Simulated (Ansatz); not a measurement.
LiAl$_{3}$ (Cu3Au type, Pm-3m) under volume change, the program Ansatz at the LDA level (PAW), scaled uniformly.

```csv
V (Å³/atom),E − E(relaxed) (meV/atom),P (GPa)
14.171,32.4,8.04
14.638,(withheld),(withheld)
15.106,3.2,2.27
15.573,0.0,-0.01
16.040,2.9,-1.95
16.507,(withheld),(withheld)
16.974,23.7,-4.98
```

Some entries are withheld; supply them.


- 16.507, E − E(relaxed) (meV/atom): 11.1
- 16.507, P (GPa): -3.60
- 14.638, E − E(relaxed) (meV/atom): 13.6
- 14.638, P (GPa): 4.94

What does a third-order Birch–Murnaghan fit give for V₀, B₀ and B′?

V₀ = 15.57 Å³/atom, B₀ = 69.7 GPa, B′ = 4.3.

The workflow started from a Materials Project entry (that database holds measured and hypothetical structures alike); the Crystallography Open Database copy checked does not list it. With Li and Al taken as one species the cell has the higher symmetry Fm-3m, so it may be an ordered model of a mixed-site phase. Whether it is the stable phase at ambient conditions was not checked. The LDA relaxation kept the symmetry of its start; of distortions, only those at the zone centre were tested.

Potentials: the later of the program's two PAW sets.
